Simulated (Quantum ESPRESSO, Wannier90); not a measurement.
# Wannier functions of ZnSnO$_{3}$ (R3c)

```xyz
10
Lattice="-2.6754 4.6340 0.0000 -5.3509 0.0000 0.0000 -2.6754 1.5447 4.7415" Properties=species:S:1:pos:R:3 pbc="T T T"
Zn    -2.6754     1.5447     0.7007
Zn     2.6754    -1.5447    -1.6700
Sn     0.0000     0.0000    -0.0262
Sn     2.6754    -1.5447     2.3446
O      1.6205    -0.0531     1.3623
O     -0.8562    -1.3769     1.3623
O     -0.7643     1.4300     1.3623
O     -1.8192     0.1678    -1.0084
O      0.7643    -1.6594    -1.0084
O      1.0549     1.4916    -1.0084
```

Structure: Materials Project mp-13334, symmetrised, not relaxed again. Not found in the COD (Crystallography Open Database) copy used; not checked further. Computed values, not measurements, from PBEsol: Quantum ESPRESSO (norm-conserving PseudoDojo potentials, cutoff 68 Ry, no spin polarisation, no spin-orbit coupling) on a Γ-centred 4×4×4 mesh, then Wannier90. Density: 8×8×8 mesh, Gaussian smearing 0.01 Ry. Spin-orbit coupling is left out although heavy elements are present.

A tight-binding model is made by disentanglement and projection with no localisation steps (num_iter = 0), so the 50 orbitals stay atom-like: hydrogen-like Zn: s;p;d; Sn: s;p; O: s;p, axes along x, y, z; frozen window up to 2.52 eV relative to the valence-band maximum. It follows pw.x to 0.6 meV rms for states up to 2.0 eV relative to the valence-band maximum. Matrix elements depend on this choice of orbitals and windows.

**Question.** Which pairs of orbitals on different sites are coupled most strongly? Give distance, modulus and how many such pairs a cell has.

**Answer.** 
```csv
orbital,orbital,distance of the centres (Å),modulus (eV),pairs
O px,Zn px,2.25,2.15,2
O s,Zn px,2.26,2.03,2
O px,Sn s,2.09,2.00,2
O px,Sn px,2.16,1.98,2
O s,Sn px,2.11,1.93,2
O s,Zn py,2.22,1.86,2
O px,Zn s,2.05,1.83,2
O py,Sn s,2.09,1.82,2
O s,Sn py,2.11,1.77,2
O pz,Sn px,2.08,1.69,2
O px,Sn pz,2.27,1.65,2
O s,Zn py,2.14,1.65,2
O py,Sn s,2.08,1.64,2
O py,Zn s,2.05,1.63,2
O py,Zn py,2.21,1.59,2
O px,Sn pz,1.99,1.57,2
O s,Sn py,2.04,1.57,2
O px,Sn s,2.12,1.56,2
O py,Zn s,2.04,1.53,2
O pz,Sn px,2.14,1.52,2
O pz,Sn py,2.08,1.52,2
O py,Sn py,2.16,1.51,2
O py,Sn pz,2.26,1.45,4
O pz,Sn py,2.15,1.41,4
O py,Sn pz,1.99,1.41,2
O py,Sn px,2.07,1.39,2
O s,Sn px,2.08,1.38,2
O px,Sn py,2.07,1.37,2
O pz,Sn s,2.14,1.36,6
O px,Zn py,2.11,1.36,2
```
